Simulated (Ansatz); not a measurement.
**Property card for MgTe$_{5}$**

Level of theory: Ansatz 0.2.0, DFT PBE, scalar-relativistic, plane waves, PAW.

Plane waves to 420 eV, a k mesh through Γ of 6×6×10 on the computed 6-atom cell and Gaussian smearing (0.10 eV); no spin polarisation.

The structure is relaxed at this level of theory with its symmetry kept, and needn't be the ground state of this composition.

```yaml
crystal:
  lattice:
    - [7.16285, 0.00000, 0.00000]
    - [-3.58142, 6.20321, 0.00000]
    - [0.00000, 0.00000, 4.13934]
  atoms:
    - { symbol: Mg, position: [0.00000, 0.00000, 0.00000] }
    - { symbol: Te, position: [0.31385, 0.00000, 0.50000] }
    - { symbol: Te, position: [0.68615, 0.68615, 0.50000] }
    - { symbol: Te, position: [0.00000, 0.31385, 0.50000] }
    - { symbol: Te, position: [0.33333, 0.66667, 0.00000] }
    - { symbol: Te, position: [0.66667, 0.33333, 0.00000] }
```

(1) Formation energy from the elements' standard states (uncorrected)?

(2) Kohn–Sham band gap?

(3) Density of states at the Fermi level?

(4) Orbital (Löwdin) character within 0.5 eV of the Fermi level?

(5) Bader charge by site (e)?

Spin-orbit coupling is left out, which matters for the bands of heavy elements.

Answers

(1) +0.022 eV/atom.

(2) none (metal).

(3) 4.7 states/eV per cell.

(4) Te 5p 89 %, unprojected 5 %.

(5) Mg (1 in the cell) 1.44, Te (3 in the cell) -0.51, Te (2 in the cell) 0.04.

Another cell of MgTe5 relaxed alike, in P4/mmm, lies 170 meV/atom lower, so this cell isn't the stable form at this level.

The cell was found from a structure generator's guess, not taken from experiment. Löwdin shares on free-atom orbitals overweight diffuse shells.
